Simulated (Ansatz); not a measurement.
Input file for Ansatz (an electronic-structure program):

Ansatz 0.2 input:
```yaml
crystal:
  lattice:
    - [3.6350388698, 0.0, 0.0]
    - [-1.8175194349, 3.148036005, 0.0]
    - [0.0, 0.0, 5.7196094556]
  atoms:
    - { symbol: Zr, position: [0.0, 0.0, 0.0] }
    - { symbol: S, position: [0.6666666667, 0.3333333333, 0.7446983427] }
    - { symbol: S, position: [0.3333333333, 0.6666666667, 0.2553016573] }
kpoints:
  mp_grid: { grid: [9, 9, 5] }
basis: { xc_grid: 2 }
hamiltonian:
  xc: pbe
  dispersion: d3bj
  pseudopotentials: { kind: paw }
scf:
  occupations: { method: fixed }
checkpoint: { read: static.run }
output: { bader: true, populations: true }
```

Output (shortened):

```
Pseudopotentials: kind: paw
Pseudopotential: Zr, paw, valence charge 12
Pseudopotential: S, paw, valence charge 6
Functional definition: PBE
Crystal: 3 atoms, lattice volume = 65.451 Å³
Basis set: ecut = 420 eV, 1255 PW (Γ), exchange–correlation on 50×50×80 points (8 copies of the dense FFT grid, shifted against one another)
Bands: 16, of which v1, the nominal top of the filled ones, is band 12 counted from 1 (11 counted from 0)
Symmetry: 12 space group operations
Space group: P-3m1 (ITA 164), of the structure as read, at distance tolerance 4.0e-5 Å
k-points: 50 of 405
Initial density: read from a saved state, or passed on in memory by an earlier SCF of this step, an earlier step, the calling program or the single point that …
Stability of the state it starts from, as read at its close in the unpolarized treatment …
Initial wavefunctions: pseudopotential atomic-orbital guess
Eigensolver: davidson
Functional: x = pbe(κ = 0.804, μ = 0.2195149727645171), c = pbe(β = 0.06672455060314922)
iter 1 solved again at ethr=6.16e-8 eV; its pass at ethr=3.10e-3 eV (dr2=1.48e-5 eV) is discarded
SCF iter   1: F=—  HF=-5993.668500 eV  |F-HF|=—  |Δ(HF+E_count)|=         —  Δρ=4.01e-7  dr2=1.99e-10  ethr=6.16e-8  ⟨swp⟩=3.1  Hψ=6244  notcnv=0  defer=97
all-band conjugate gradients solve this SCF's bands
preconditioner: auto → Resta (q_TF=auto, 2.308 Å⁻¹)
SCF iter   2: F=-5993.668500 eV  HF=-5993.668500 eV  |F-HF|=7.82e-11  |Δ(HF+E_count)|=   1.28e-9  Δρ=2.79e-7  dr2=7.99e-11  ethr=1.00e-12  ⟨swp⟩=7.0  Hψ=3530  notcnv=0
SCF 1 converged in 2 iterations: F = -5993.668500 eV  dr2 = 7.99e-11
SCF converged after 2 iterations
Free energy (F): -5993.668500 eV
Harris-Foulkes:  -5993.668500 eV  (|F-HF|=7.82e-11)
Internal energy: -5993.668500 eV  (E = F + TS)
E sigma→0 (E₀):  -5993.668500 eV
Fermi energy:    7.798035 eV
--- Per-component energies (eV) ---
  E_band       = -152.330694
  E_kinetic    = 547.692725
  E_local      = -1223.763567  (includes V_loc(G=0)·N_el)
  E_nonlocal   = 134.708796
  E_hartree    = 422.910923
  E_xc         = -357.274419
  E_vxc        = -367.531094  (∫ρ·V_xc dr)
  E_paw        = -4153.883665  (= ΣΔE_a)
  E_vpaw       = -89.259289  (= ΣTr[D̂ρ^β])
  E_aug_tail   = 0.000027  (compensation charges beyond the density's cutoff)
  E_ewald      = -1362.969005
  E_disp       = -1.090313  (pairwise vdW)
  E_smearing   =  0.000000  (= −TS)
  E_closure    =  0.000000  (closes the sum)
  Σ components = -5993.668500   (vs F -5993.668500, Δ=0.00e0)
  [band-id]    e_kinetic+e_local+e_nonlocal+2·e_hartree+e_vxc+e_vpaw+e_augmentation_tail = -152.330557   (vs E_band -152.330694, Δ=1.37e-4)
--- Band table (eV; the first three rows and the last of 50) ---
  k-point 0: bands = ["-41.3113", "-19.3889", "-19.2256", "-19.2256", "-5.2262", "-3.5965", "2.9914", "4.8200", "4.8200", "7.5545", "7.5545", "7.7980", "9.2071", "9.2071", "9.9121", "12.4270"]
  k-point 1: bands = ["-41.3113", "-19.3893", "-19.2256", "-19.2256", "-5.1279", "-3.7606", "3.3254", "4.8402", "4.8402", "7.1053", "7.4819", "7.4819", "9.1895", "9.1895", "10.1344", "12.6009"]
  k-point 2: bands = ["-41.3113", "-19.3899", "-19.2256", "-19.2256", "-4.9016", "-4.0871", "4.1158", "4.8745", "4.8745", "5.9344", "7.3683", "7.3683", "9.1601", "9.1601", "10.3001", "12.9049"]
  k-point 49: bands = ["-41.2870", "-19.4231", "-19.4231", "-19.3166", "-3.8374", "-3.8374", "4.0041", "4.0041", "4.4914", "5.5505", "5.7765", "5.7765", "10.0104", "10.4933", "10.4933", "13.2928"]
  band table: 16 of 16 bands, residual norms ≤ 1.0e-3 eV
--- Löwdin populations: 3 sites ---
  site symbol       q [e]
     0     Zr     11.2209
     1      S      6.3230
     2      S      6.3230
  spilling = 0.005546 (of n_electrons = 24.000000)
--- Bader charges: 3 sites ---
  site symbol  charge [e]  shift [e]
     0     Zr      2.0643     0.0012
     1      S     -1.0322     0.0006
     2      S     -1.0322     0.0006
  shift: an alarm, by how much a part of what the PAW files miss would move the charge. Where it is large, compare
  with a run on PAW files of another source; a small one proves nothing
  estimated error of the sums over rays = 7.4e-4 e
```

Cost: about 40 core-seconds (a rough figure) on shared cores.

The cell was relaxed with PBE+D3(BJ) under the symmetry of its start. The run is not spin-polarised. Scalar-relativistic: spin–orbit coupling is off unless named, which matters more the heavier the elements.

Potentials: the later of the program's two PAW sets.

Ansatz is a plane-wave DFT program.
